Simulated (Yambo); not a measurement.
Yambo input for TiO$_{2}$ (space group Pnma, No. 62) (a = 5.9868 Å, b = 3.7730 Å, c = 9.0732 Å, α = 90.00°, β = 90.00°, γ = 90.00°), on norm-conserving LDA (Quantum ESPRESSO, 84 Ry, without SOC) wavefunctions on a 4×4×2 mesh:

```
optics
chi
dipoles
tddft
FFTGvecs= 40 Ry
Chimod= "ALDA"
FxcGRLc= 3 Ry
NGsBlkXd= 3 Ry
% QpntsRXd
 1 | 1 |
%
% BndsRnXd
 5 | 168 |
%
GrFnTpXd= "R"
% EnRngeXd
 0.0 | 20.0 | eV
%
% DmRngeXd
 0.2 | 0.2 | eV
%
CGrdSpXd= 50
ETStpsXd= 161
% LongDrXd
 1.0 | 0.0 | 0.0 |
%
```

First lines of the file o-*.eps_q1_inv_alda_dyson:

```
Absorption @ Q(1):   1.00000000     0.00000000     0.00000000    [q->0 direction]
#
# [ X ] Hartree size     :  115
# [GEN] GF Energies     : Slater exchange(X)+Perdew & Wang(C)
# [GEN] Green`s Function     : Retarded
#
# [GEN] Gauge     : Length
# [GEN] [r,Vnl] included     : yes
#
#    E[1] [eV]     Im(eps)     Re(eps)     Im(eps_o)     Re(eps_o)
#
     0.000000     0.801494E-8     4.577060     0.45336E-17     4.795374
     0.125000     0.006494     4.579072     0.006808     4.797482
     0.250000     0.013050     4.585124     0.013680     4.803827
     0.375000     0.019730     4.595276     0.020686     4.814468
     0.500000     0.026603     4.609621     0.027894     4.829508
     0.625000     0.033739     4.628300     0.035382     4.849093
     0.750000     0.041218     4.651497     0.043235     4.873420
     0.875000     0.049131     4.679447     0.051549     4.902738
     1.000000     0.057581     4.712445     0.060433     4.937360
     1.125000     0.066690     4.750851     0.070019     4.977670
     1.250000     0.076603     4.795109     0.080461     5.024139
     1.375000     0.087496     4.845752     0.091950     5.077337
     1.500000     0.099586     4.903436     0.104718     5.137961
     1.625000     0.113144     4.968953     0.119058     5.206861
     1.750000     0.128516     5.043280     0.135344     5.285081
     1.875000     0.146150     5.127617     0.154061     5.373909
     2.000000     0.166636     5.223461     0.175853     5.474954
     2.125000     0.190771     5.332694     0.201588     5.590245
     2.250000     0.219654     5.457717     0.232470     5.722375
     2.375000     0.254847     5.601637     0.270213     5.874709
     2.500000     0.298634     5.768549     0.317339     6.051697
     2.625000     0.354498     5.963949     0.377703     6.259330
     2.750000     0.427990     6.195372     0.457482     6.505844
     2.875000     0.528481     6.473308     0.567155     6.802735
     3.000000     0.672890     6.812295     0.725735     7.165939
     3.125000     0.893735     7.231009     0.969878     7.615773
     3.250000     1.257081     7.746720     1.374169     8.170555
     3.375000     1.893488     8.332755     2.086907     8.797227
     3.500000     2.969504     8.815887     3.294571     9.289405
     3.625000     4.470174     8.732665     4.952065     9.108983
     3.750000     5.793713     7.772686     6.327057     7.951337
     3.875000     6.144432     6.461633     6.598473     6.515521
     4.000000     6.011840     5.750698     6.435492     5.756753
```
(The file goes on to the top of the energy range.) Convergence of the RPA response with its 4×4×2 mesh was not tested.

Geometry of the Materials Project entry, not relaxed at this level.

This is not the ordinary phase of the substance.
